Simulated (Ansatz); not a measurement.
TePb₂S:
```
CELL_PARAMETERS angstrom
      2.21089     1.27646     7.20560
     -2.21089     1.27646     7.20560
      0.00000    -2.55292     7.20560
ATOMIC_POSITIONS crystal
  Te 0.50000 0.50000 0.50000
  Pb 0.74150 0.74150 0.74150
  Pb 0.25850 0.25850 0.25850
  S  0.00000 0.00000 0.00000
```

Relaxed with r²SCAN.

Problem. Which orbitals make up the states near the band edges in r²SCAN (plane waves, PAW; program Ansatz)?

Solution. Top 1 eV of the valence band: Te 5p 45 %, S 3p 30 %, Pb 6s 13 %, Pb 6p 9 %. Bottom 1 eV of the conduction band: Pb 6p 74 %, S 3s 8 %, Te 5p 5 %. Projections are on Löwdin-orthogonalised atomic valence shells; empty p or d shells of many metals are not among them.

Problem. Tabulate the density of states.

Solution. States/eV per cell of 4 atoms, in 0.25 eV bins, energy from the valence-band maximum.

```tsv
E (eV)	total	Pb 6p	S 3p	Te 5p
-7.85	2.23	0.03	0.12	0.17
-7.60	1.80	0.03	0.10	0.10
-7.35	1.13	0.01	0.07	0.06
-7.10	0.76	0.01	0.07	0.03
-6.85	0.52	0.01	0.04	0.02
-6.60	0.30	0.00	0.02	0.01
-6.35	0.17	0.00	0.01	0.00
-6.10	0.06	0.00	0.00	0.00
-5.85	0.00	0.00	0.00	0.00
-5.60	0.00	0.00	0.00	0.00
-5.35	0.00	0.00	0.00	0.00
-5.10	0.00	0.00	0.00	0.00
-4.85	0.00	0.00	0.00	0.00
-4.60	0.40	0.17	0.11	0.11
-4.35	0.88	0.37	0.25	0.23
-4.10	1.48	0.59	0.46	0.39
-3.85	1.71	0.64	0.59	0.41
-3.60	2.07	0.73	0.80	0.46
-3.35	2.72	0.89	1.16	0.57
-3.10	3.59	1.05	1.73	0.69
-2.85	3.81	1.00	1.90	0.77
-2.60	3.61	0.86	1.81	0.79
-2.35	3.66	0.78	1.74	0.96
-2.10	2.46	0.50	0.98	0.84
-1.85	3.18	0.62	0.92	1.42
-1.60	3.61	0.61	0.94	1.79
-1.35	3.50	0.51	0.83	1.88
-1.10	3.08	0.42	0.71	1.61
-0.85	4.24	0.42	1.22	2.03
-0.60	3.30	0.26	1.09	1.37
-0.35	0.65	0.05	0.21	0.24
-0.10	0.03	0.00	0.01	0.01
0.15	0.00	0.00	0.00	0.00
0.40	0.00	0.00	0.00	0.00
0.65	0.00	0.00	0.00	0.00
0.90	0.01	0.00	0.00	0.00
1.15	0.16	0.11	0.00	0.01
1.40	0.77	0.55	0.03	0.04
1.65	2.56	1.89	0.10	0.13
1.90	2.61	1.97	0.11	0.14
2.15	1.91	1.50	0.10	0.11
2.40	3.02	2.46	0.16	0.12
2.65	3.43	2.65	0.28	0.16
2.90	3.23	2.35	0.38	0.16
3.15	3.13	2.22	0.47	0.13
3.40	2.58	1.72	0.54	0.08
3.65	1.56	1.04	0.27	0.09
3.90	1.80	1.17	0.14	0.26
4.15	3.48	1.76	0.20	0.47
4.40	3.24	1.84	0.22	0.51
4.65	4.78	2.61	0.35	0.73
4.90	3.42	1.85	0.27	0.63
5.15	2.07	1.13	0.18	0.41
5.40	2.75	1.41	0.24	0.53
5.65	3.07	1.39	0.31	0.47
```

Space group R-3m. The first step of the workflow began from a Materials Project structure, measured or hypothetical; the Crystallography Open Database copy checked does not list it. Its standing as an ambient phase is unchecked. The r²SCAN relaxation kept the symmetry of its start; its stability against distortions is not shown here. Spin–orbit coupling is left out wherever it is not named.

Potentials: the later of the program's two PAW sets.
